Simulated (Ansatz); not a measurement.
TiGa₃ under strain

Theory: DFT PBEsol, scalar-relativistic, plane waves, PAW (Ansatz). Settings: 420 eV cutoff, 10×10×4 k-mesh, Gaussian smearing of 0.10 eV, no spin polarisation.

Reference structure (relaxed):

```yaml
crystal:
  lattice:
    - [3.74556, 0.00000, 0.00000]
    - [0.00000, 3.74556, 0.00000]
    - [0.00000, 0.00000, 8.67641]
  atoms:
    - { symbol: Ti, position: [0.00000, 0.00000, 0.00000] }
    - { symbol: Ti, position: [0.50000, 0.50000, 0.50000] }
    - { symbol: Ga, position: [0.50000, 0.50000, 0.00000] }
    - { symbol: Ga, position: [0.00000, 0.50000, 0.25000] }
    - { symbol: Ga, position: [0.50000, 0.00000, 0.25000] }
    - { symbol: Ga, position: [0.00000, 0.00000, 0.50000] }
    - { symbol: Ga, position: [0.50000, 0.00000, 0.75000] }
    - { symbol: Ga, position: [0.00000, 0.50000, 0.75000] }
```

Deformation: c alone is stretched, the rest of the cell is held and the atoms relax, all within the symmetry that the strain leaves. Energies are extrapolated to zero smearing.

| strain (%) | ΔE (meV/atom) | a (Å) | b (Å) | c (Å) |
| --- | --- | --- | --- | --- |
| -3.0 | 9.5 | 3.746 | 3.746 | 8.416 |
| -2.0 | 4.1 | 3.746 | 3.746 | 8.503 |
| -1.0 | 1.0 | 3.746 | 3.746 | 8.590 |
| +0.0 | 0.0 | 3.746 | 3.746 | 8.676 |
| +1.0 | 1.0 | 3.746 | 3.746 | 8.763 |
| +2.0 | 3.9 | 3.746 | 3.746 | 8.850 |
| +3.0 | 8.4 | 3.746 | 3.746 | 8.937 |

(1) What stiffness (1/V) d²E/dε² at zero strain does a cubic fit over all points give?

Results:

(1) A cubic fit gives (1/V) d²E/dε² = 209 GPa at zero strain (the elastic constant along c at held a and b).